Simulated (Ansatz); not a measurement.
Here is the system:

SrZrO3:
```
CELL_PARAMETERS angstrom
      4.07339     0.00000     0.00000
      0.00000     4.07339     0.00000
      0.00000     0.00000     4.16333
ATOMIC_POSITIONS crystal
  Sr 0.50000 0.50000 0.55627
  Zr 0.00000 0.00000 0.00555
  O  0.00000 0.00000 0.48342
  O  0.50000 0.00000 0.94939
  O  0.00000 0.50000 0.94939
```

This is the LDA-relaxed structure. Cartesian axes are those of the cell as given.

Task: All from LDA in the plane-wave PAW code Ansatz, unless another level is named. Give the bulk modulus (Birch–Murnaghan fit).

Result: 149 GPa.

Task: Give the highest zone-centre frequency (without LO–TO term).

Result: 587 cm⁻¹.

Task: Next, the elastic constants (relaxed ions, GPa)?

Result: C11 = 294, C12 = 90.3, C13 = 102, C33 = 233, C44 = 50.2, C66 = 77.3.

Space group P4mm. The first step of the workflow began from a Materials Project structure, measured or hypothetical; the Crystallography Open Database copy checked does not list it. COD files the formula under space group No. 62, 63, 221, so this cell is another polymorph or a model. Whether it is the stable phase at ambient conditions was not checked. Symmetry was held in the LDA relaxation. At this level the phase is dynamically unstable (imaginary phonons). The run is not spin-polarised.

Potentials: the later of the program's two PAW sets.
